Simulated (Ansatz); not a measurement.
Name crystals whose computed values (r²SCAN (plane waves, PAW; program Ansatz)) fall in these windows: electron conductivity mass (mₑ) 1.8 to 2.5; HSE06 gap (eV) 4.6 to 6.3; B₀ by P(V) fit (GPa) 31 to 38.



```csv
crystal,electron conductivity mass (mₑ),HSE06 gap (eV),B₀ by P(V) fit (GPa)
"Rb3AsF6, Fm-3m (Rb on 8c, Rb on 4b, As on 4a, F on 24e)",2.2,5.40,35.2
```
Others may fit too.

Standing as an ambient phase not checked: Rb3AsF6, Fm-3m (Rb on 8c, Rb on 4b, As on 4a, F on 24e). The cell was relaxed under the symmetry of its start. Scalar-relativistic: spin–orbit coupling is off unless named, which matters more the heavier the elements.

Potentials: the later of the program's two PAW sets.
